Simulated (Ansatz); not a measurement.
MgS (rock salt)

```xyz
2
Lattice="0.0000 2.6148 2.6148 2.6148 0.0000 2.6148 2.6148 2.6148 0.0000" Properties=species:S:1:pos:R:3 pbc="T T T"
S      0.0000     0.0000     0.0000
Mg     2.6148     2.6148     2.6148
```

In this cell atom 2 (Mg, nearest neighbour S at 2.615 Å; its periodic images, 3.7 Å or more away, move with it) is moved by s towards the nearest neighbour, unit vector (-1.000, 0.000, 0.000); all other atoms and the cell stay fixed.

Calculation: PBE (plane waves to 420 eV, PAW, scalar-relativistic; Ansatz, a first-principles code). k mesh 9×9×9 (Γ-centred), Fermi-Dirac smearing 0.05 eV. Energies are smeared free energies. MgS was relaxed with its symmetry unable to fall. ΔE is measured from the undisplaced structure.

| s (Å) | ΔE (meV/cell) |
|---|---|
| -0.520 | 667 |
| -0.416 | 349 |
| -0.312 | withheld |
| -0.208 | 63 |
| -0.104 | 14 |
| 0.000 | 0 |
| 0.104 | 14 |
| 0.208 | 63 |
| 0.312 | withheld |
| 0.416 | 349 |
| 0.520 | 667 |

Problem. Fit an even polynomial form (powers 2, 4) to the given rows and predict ΔE at s = -0.312.

Solution. Least squares on the 9 given rows: ΔE = (1230)·s² + (4569)·s⁴, in meV/cell with s in Å; root-mean-square residual 0.7 meV/cell. At -0.312 the fit gives 163 meV/cell; the calculation gives 164 meV/cell, so the interpolation is off by -1 (-0.6 %). The quadratic term alone would give 120 meV/cell.

(A displaced cell: forces are minus the slopes of the energy, force constants its curvatures, and phonons follow from these.)
